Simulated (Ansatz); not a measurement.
Problem. ZnInGaO4 in space group R3m (No. 160; Pearson symbol hR7) is relaxed with DFT-PBEsol in the program Ansatz with PAW potentials. What lattice parameters of the conventional cell result?

Solution. a = 3.315 Å, c = 25.752 Å.

Problem. Give the free coordinates with the occupied sites.

Solution. In one choice of origin and axes:

```json
[
 {"atom": "Zn", "site": "3a", "symmetry": "3m", "x": "0.0000", "y": "0.0000", "z": "0.7813"},
 {"atom": "In", "site": "3a", "symmetry": "3m", "x": "0.0000", "y": "0.0000", "z": "0.9971"},
 {"atom": "Ga", "site": "3a", "symmetry": "3m", "x": "0.0000", "y": "0.0000", "z": "0.2129"},
 {"atom": "O", "site": "3a", "symmetry": "3m", "x": "0.0000", "y": "0.0000", "z": "0.7049"},
 {"atom": "O", "site": "3a", "symmetry": "3m", "x": "0.0000", "y": "0.0000", "z": "0.2888"},
 {"atom": "O", "site": "3a", "symmetry": "3m", "x": "0.0000", "y": "0.0000", "z": "0.8788"},
 {"atom": "O", "site": "3a", "symmetry": "3m", "x": "0.0000", "y": "0.0000", "z": "0.1363"}
]
```

Problem. Is it a metal or does it have a gap at this level?

Solution. A gap of 1.17 eV, direct.

The PBEsol relaxation kept the symmetry of its start. Spin–orbit coupling is left out wherever it is not named.

Potentials: the earlier of the program's two PAW sets. The files were generated under PBE; for other functionals the program regenerates the frozen cores, and for LDA and PBEsol the local potential too.
